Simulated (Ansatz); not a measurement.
A relaxation computed with Ansatz, from input to last step.

```yaml
crystal:
  lattice:
    - [3.9747283232, 0.0, 0.0]
    - [-1.9873641616, 3.442215701, 0.0]
    - [0.0, 0.0, 10.0318898786]
  atoms:
    - { symbol: Ni, position: [0.0, 0.0, 0.3732002976] }
    - { symbol: Ni, position: [0.0, 0.0, 0.8789708008] }
    - { symbol: Ni, position: [0.0, 0.0, 0.1210291992] }
    - { symbol: Ni, position: [0.0, 0.0, 0.6267997024] }
    - { symbol: Ni, position: [0.6666666667, 0.3333333333, 0.5] }
    - { symbol: Ni, position: [0.3333333333, 0.6666666667, 0.2444663463] }
    - { symbol: Ni, position: [0.3333333333, 0.6666666667, 0.7555336537] }
    - { symbol: Ge, position: [0.6666666667, 0.3333333333, 0.2439402061] }
    - { symbol: Ge, position: [0.6666666667, 0.3333333333, 0.7560597939] }
    - { symbol: Ge, position: [0.3333333333, 0.6666666667, 0.0] }
    - { symbol: Ge, position: [0.3333333333, 0.6666666667, 0.5] }
basis:
  ecutwfc: 500
kpoints:
  mp_grid: { grid: [12, 12, 4] }
hamiltonian:
  xc: r2scan
scf:
  occupations: { method: gaussian, width: 0.1 }
output:
  forces: true
  stress: true
  eigenvalues: true
relax:
  adjacent_minimum: "off"
  f_tol: 0.01
  max_steps: 30
  cell: { stress_tol: 0.1, fix: [volume] }
```

```bash
ansatz run input.yaml --threads 2 --pin off --max-ram 5120MiB --backend cpu --events-out ev --progress --plain --runs-dir out
```

The calculation used Ansatz, DFT r2SCAN, scalar-relativistic, plane waves, PAW.

The volume is held at 1.03 times that of the relaxed cell.

Of 6 frames 5 are shown, positions in Å and forces in eV/Å; the SCF threshold varies from step to step. Steps run on the plane waves of an earlier cell, with a Pulay correction in the pressure. The basis is chosen afresh for the last frame, the zero of the energies, and at times for earlier ones too; energy and pressure step there, also at an unchanged geometry. Spin polarisation was left out; whether the Ni atoms would carry moments isn't shown by this run.

```xyz
11
Lattice="3.9747 0.0000 0.0000 -1.9874 3.4422 0.0000 0.0000 0.0000 10.0319" Properties=species:S:1:pos:R:3:forces:R:3 pbc="T T T" step=1 free_energy_over_end_meV_per_atom=0.26 pressure_GPa=-5.10
Ni    0.0000    0.0000    3.7439    0.0000    0.0000    0.0015
Ni    0.0000    0.0000    8.8177    0.0000    0.0000   -0.0254
Ni    0.0000    0.0000    1.2142    0.0000    0.0000    0.0254
Ni    0.0000    0.0000    6.2880    0.0000    0.0000   -0.0015
Ni    1.9874    1.1474    5.0159    0.0000    0.0000    0.0000
Ni    0.0000    2.2948    2.4525    0.0000    0.0000   -0.0298
Ni    0.0000    2.2948    7.5794    0.0000    0.0000    0.0298
Ge    1.9874    1.1474    2.4472    0.0000    0.0000    0.0677
Ge    1.9874    1.1474    7.5847    0.0000    0.0000   -0.0677
Ge    0.0000    2.2948    0.0000    0.0000    0.0000    0.0000
Ge    0.0000    2.2948    5.0159    0.0000    0.0000    0.0000
11
Lattice="3.9725 0.0000 0.0000 -1.9862 3.4403 0.0000 0.0000 0.0000 10.0433" Properties=species:S:1:pos:R:3:forces:R:3 pbc="T T T" step=2 free_energy_over_end_meV_per_atom=0.14 pressure_GPa=-5.04
Ni    0.0000    0.0000    3.7490    0.0000    0.0000   -0.0077
Ni    0.0000    0.0000    8.8265    0.0000    0.0000   -0.0024
Ni    0.0000    0.0000    1.2168    0.0000    0.0000    0.0024
Ni    0.0000    0.0000    6.2943    0.0000    0.0000    0.0077
Ni    1.9862    1.1468    5.0217    0.0000    0.0000    0.0000
Ni    0.0000    2.2935    2.4549    0.0000    0.0000   -0.0320
Ni    0.0000    2.2935    7.5884    0.0000    0.0000    0.0320
Ge    1.9862    1.1468    2.4560    0.0000    0.0000    0.0489
Ge    1.9862    1.1468    7.5873    0.0000    0.0000   -0.0489
Ge    0.0000    2.2935    0.0000    0.0000    0.0000    0.0000
Ge    0.0000    2.2935    5.0217    0.0000    0.0000    0.0000
11
Lattice="3.9689 0.0000 0.0000 -1.9845 3.4372 0.0000 0.0000 0.0000 10.0613" Properties=species:S:1:pos:R:3:forces:R:3 pbc="T T T" step=3 free_energy_over_end_meV_per_atom=0.03 pressure_GPa=-4.92
Ni    0.0000    0.0000    3.7550    0.0000    0.0000   -0.0094
Ni    0.0000    0.0000    8.8425    0.0000    0.0000    0.0125
Ni    0.0000    0.0000    1.2188    0.0000    0.0000   -0.0125
Ni    0.0000    0.0000    6.3063    0.0000    0.0000    0.0094
Ni    1.9845    1.1457    5.0307    0.0000    0.0000    0.0000
Ni    0.0000    2.2915    2.4540    0.0000    0.0000   -0.0232
Ni    0.0000    2.2915    7.6073    0.0000    0.0000    0.0232
Ge    1.9845    1.1457    2.4735    0.0000    0.0000    0.0101
Ge    1.9845    1.1457    7.5878    0.0000    0.0000   -0.0101
Ge    0.0000    2.2915    0.0000    0.0000    0.0000    0.0000
Ge    0.0000    2.2915    5.0307    0.0000    0.0000    0.0000
11
Lattice="3.9692 0.0000 0.0000 -1.9846 3.4374 0.0000 0.0000 0.0000 10.0600" Properties=species:S:1:pos:R:3:forces:R:3 pbc="T T T" step=4 free_energy_over_end_meV_per_atom=0.02 pressure_GPa=-4.90
Ni    0.0000    0.0000    3.7535    0.0000    0.0000   -0.0093
Ni    0.0000    0.0000    8.8420    0.0000    0.0000    0.0143
Ni    0.0000    0.0000    1.2180    0.0000    0.0000   -0.0143
Ni    0.0000    0.0000    6.3065    0.0000    0.0000    0.0093
Ni    1.9846    1.1458    5.0300    0.0000    0.0000    0.0000
Ni    0.0000    2.2916    2.4439    0.0000    0.0000    0.0168
Ni    0.0000    2.2916    7.6162    0.0000    0.0000   -0.0168
Ge    1.9846    1.1458    2.4739    0.0000    0.0000    0.0158
Ge    1.9846    1.1458    7.5862    0.0000    0.0000   -0.0158
Ge    0.0000    2.2916    0.0000    0.0000    0.0000    0.0000
Ge    0.0000    2.2916    5.0300    0.0000    0.0000    0.0000
11
Lattice="3.9689 0.0000 0.0000 -1.9844 3.4371 0.0000 0.0000 0.0000 10.0615" Properties=species:S:1:pos:R:3:forces:R:3 pbc="T T T" step=6 free_energy_over_end_meV_per_atom=0.00 pressure_GPa=-4.88
Ni    0.0000    0.0000    3.7532    0.0000    0.0000   -0.0002
Ni    0.0000    0.0000    8.8445    0.0000    0.0000   -0.0002
Ni    0.0000    0.0000    1.2170    0.0000    0.0000    0.0002
Ni    0.0000    0.0000    6.3083    0.0000    0.0000    0.0002
Ni    1.9844    1.1457    5.0307    0.0000    0.0000    0.0000
Ni    0.0000    2.2914    2.4469    0.0000    0.0000    0.0002
Ni    0.0000    2.2914    7.6146    0.0000    0.0000   -0.0002
Ge    1.9844    1.1457    2.4778    0.0000    0.0000    0.0003
Ge    1.9844    1.1457    7.5837    0.0000    0.0000   -0.0003
Ge    0.0000    2.2914    0.0000    0.0000    0.0000    0.0000
Ge    0.0000    2.2914    5.0307    0.0000    0.0000    0.0000
```

Time: 4.3 min on 2 threads of Intel(R) Xeon(R) 6975P-C (Granite Rapids) (shared host), peak memory 1.3 GiB.